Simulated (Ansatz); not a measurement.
TaSb2:
```cif
data_Sb8Ta4
_chemical_formula_sum 'Ta4 Sb8'
_space_group_name_H-M_alt 'C2/m'
_space_group_IT_number 12
_space_group_name_Hall '-C 2y'
_cell_length_a 10.15282
_cell_length_b 3.61028
_cell_length_c 8.22481
_cell_angle_alpha 90.000
_cell_angle_beta 120.395
_cell_angle_gamma 90.000
loop_
_space_group_symop_operation_xyz
  'x, y, z'
  '-x, -y, -z'
  '-x, y, -z'
  'x, -y, z'
  'x+1/2, y+1/2, z'
  '-x+1/2, -y+1/2, -z'
  '-x+1/2, y+1/2, -z'
  'x+1/2, -y+1/2, z'
loop_
_atom_site_label
_atom_site_type_symbol
_atom_site_symmetry_multiplicity
_atom_site_Wyckoff_symbol
_atom_site_fract_x
_atom_site_fract_y
_atom_site_fract_z
_atom_site_occupancy
Ta1 Ta 4 i 0.15075 0.00000 0.18830 1
Sb1 Sb 4 i 0.14807 0.00000 0.53481 1
Sb2 Sb 4 i 0.40527 0.00000 0.11355 1
```
(The calculation used a cell of 6 atoms; values per cell refer to that cell.)

Relaxed at zero pressure with the program Ansatz at the LDA level (PAW).

Q: The volume is lowered by 3 % and shape and atoms relax at that volume. What pressure results, and how do the axes share the change?

A: 3.8 GPa; a -0.8 %, b -1.3 %, c -0.9 %; the energy rises by 8 meV/atom.

Q: Give the new structure.

A: 
Space group C2/m (No. 12); a = 10.073 Å, b = 3.562 Å, c = 8.147 Å, α = 90.00°, β = 120.36°, γ = 90.00°

| atom | site | symmetry | x | y | z |
|---|---|---|---|---|---|
| Ta | 4i | m | 0.1509 | 0.0000 | 0.1882 |
| Sb | 4i | m | 0.1474 | 0.0000 | 0.5344 |
| Sb | 4i | m | 0.4054 | 0.0000 | 0.1156 |

The phase is kept; no other phase was compared at this pressure.

The workflow started from a Materials Project entry (that database holds measured and hypothetical structures alike); the Crystallography Open Database copy checked does not list it. Whether it is the stable phase at ambient conditions was not checked. Symmetry was held in the LDA relaxation; whether a distortion lowers the energy is not shown. No spin polarisation was allowed. Scalar-relativistic: spin–orbit coupling is off unless named, which matters more the heavier the elements.

Potentials: the later of the program's two PAW sets.
